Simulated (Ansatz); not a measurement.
HfSiO₄:
Space group I4₁/amd, origin choice 1 (No. 141); a = b = 6.583 Å, c = 5.967 Å, α = β = γ = 90.00°

```json
[
 {"atom": "Hf", "site": "4a", "symmetry": "-4m2", "x": "0.0000", "y": "0.0000", "z": "0.0000"},
 {"atom": "Si", "site": "4b", "symmetry": "-4m2", "x": "0.0000", "y": "0.0000", "z": "0.5000"},
 {"atom": "O", "site": "16h", "symmetry": ".m.", "x": "0.3152", "y": "0.0000", "z": "0.0681"}
]
```
(The calculation used a cell of 12 atoms; values per cell refer to that cell.)

Relaxed with PBEsol.

**Question.** Which orbitals make up the states near the band edges in PBEsol (plane waves, PAW; program Ansatz)?

**Answer.** Top 1 eV of the valence band: O 2p 96 %. Bottom 1 eV of the conduction band: Hf 5d 76 %, O 2p 10 %, Si 3p 6 %. Projections are on Löwdin-orthogonalised atomic valence shells; empty p or d shells of many metals are not among them.

**Question.** Tabulate the density of states.

**Answer.** States/eV per cell of 12 atoms, in 0.25 eV bins, energy from the valence-band maximum.

```
E (eV)  total   O 2p  Hf 5d  Si 3p
------  -----  -----  -----  -----
-7.85    0.00   0.00   0.00   0.00
-7.60    0.22   0.14   0.02   0.00
-7.35    0.92   0.57   0.09   0.01
-7.10    2.95   1.85   0.31   0.03
-6.85    2.38   1.50   0.23   0.03
-6.60    1.77   1.12   0.15   0.03
-6.35    1.92   1.23   0.14   0.03
-6.10    3.09   2.00   0.18   0.05
-5.85    2.94   1.92   0.14   0.07
-5.60    2.20   1.55   0.19   0.19
-5.35    7.10   5.03   0.71   0.70
-5.10    7.62   5.44   0.80   0.76
-4.85    4.00   2.89   0.45   0.40
-4.60    8.38   6.27   0.80   0.76
-4.35    5.20   3.90   0.51   0.44
-4.10    4.51   3.33   0.51   0.36
-3.85    6.77   5.14   0.77   0.48
-3.60    7.98   6.33   0.76   0.42
-3.35    8.19   6.62   0.66   0.39
-3.10    8.06   6.46   0.72   0.40
-2.85    9.12   7.39   0.99   0.29
-2.60    6.64   5.52   0.69   0.14
-2.35    8.30   7.05   0.79   0.11
-2.10   11.02   9.52   0.91   0.14
-1.85    8.70   7.73   0.53   0.10
-1.60    7.06   6.36   0.38   0.09
-1.35    9.10   8.29   0.38   0.15
-1.10   12.54  11.63   0.40   0.17
-0.85   14.14  13.32   0.39   0.10
-0.60    9.96   9.55   0.18   0.04
-0.35    7.49   7.27   0.08   0.02
-0.10    1.75   1.72   0.01   0.00
0.15     0.00   0.00   0.00   0.00
0.40     0.00   0.00   0.00   0.00
0.65     0.00   0.00   0.00   0.00
0.90     0.00   0.00   0.00   0.00
1.15     0.00   0.00   0.00   0.00
1.40     0.00   0.00   0.00   0.00
1.65     0.00   0.00   0.00   0.00
1.90     0.00   0.00   0.00   0.00
2.15     0.00   0.00   0.00   0.00
2.40     0.00   0.00   0.00   0.00
2.65     0.00   0.00   0.00   0.00
2.90     0.00   0.00   0.00   0.00
3.15     0.00   0.00   0.00   0.00
3.40     0.00   0.00   0.00   0.00
3.65     0.00   0.00   0.00   0.00
3.90     0.00   0.00   0.00   0.00
4.15     0.00   0.00   0.00   0.00
4.40     0.00   0.00   0.00   0.00
4.65     0.00   0.00   0.00   0.00
4.90     0.00   0.00   0.00   0.00
5.15     0.00   0.00   0.00   0.00
5.40     2.70   0.20   2.09   0.26
5.65     7.80   0.74   6.18   0.50
5.90     3.88   0.57   2.89   0.21
6.15     3.04   0.34   2.12   0.10
6.40     6.08   0.50   4.34   0.25
6.65    11.51   1.08   8.22   0.45
6.90     5.56   0.54   3.40   0.38
7.15     6.11   0.66   3.76   0.40
7.40     5.15   0.68   2.72   0.36
7.65     5.31   0.83   2.61   0.52
7.90     6.48   1.13   3.54   0.46
8.15     5.95   1.16   3.44   0.31
8.40     2.74   0.44   1.30   0.21
8.65     2.24   0.31   0.88   0.28
8.90     4.05   0.64   1.68   0.59
9.15     5.15   0.96   1.80   0.96
9.40     7.35   1.61   1.41   2.44
9.65     7.60   1.78   1.89   2.32
9.90     6.83   1.44   2.01   1.97
10.15    4.82   0.86   1.53   1.29
```

Space group I4_1/amd. The PBEsol relaxation kept the symmetry of its start. No spin polarisation was allowed. Spin–orbit coupling is left out wherever it is not named.

Potentials: the earlier of the program's two PAW sets. The files were generated under PBE; for other functionals the program regenerates the frozen cores, and for LDA and PBEsol the local potential too.
